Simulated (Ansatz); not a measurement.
TiSi in space group P6/mmm (No. 191; Ti on 3f, Si on 1a, Si on 2d), plane-wave PAW PBE (Ansatz code), all energies at zero smearing, with the estimated change up to a 700 eV cutoff added, with one set of potentials and settings (totals compare only within such a set). Cell of 6 atoms (3 Ti, 3 Si): -9407.593 eV.

| element | reference phase | E (eV/atom) |
|---|---|---|
| Ti | P6/mmm, 3 atoms in the cell | -2499.6739 |
| Si | Fd-3m, 2 atoms in the cell | -635.8096 |

Formation energy per atom, worked out: (-9407.593 − 3×(-2499.6739) − 3×(-635.8096))/6 = -0.190 eV/atom (-18 kJ per mol of atoms), at 0 K, without zero-point energy or fitted corrections.

The cell is a constructed one: a structure type filled with these elements; neither database checked (COD, Materials Project) lists it. COD files the formula under space group No. 25, so this cell is another polymorph or a model. Its standing as an ambient phase is unchecked. Symmetry was held in the PBE relaxation; its stability against distortions is not shown here. The run is not spin-polarised. The references are the lowest solids computed at this level, not always the standard phases.

Potentials: the later of the program's two PAW sets.
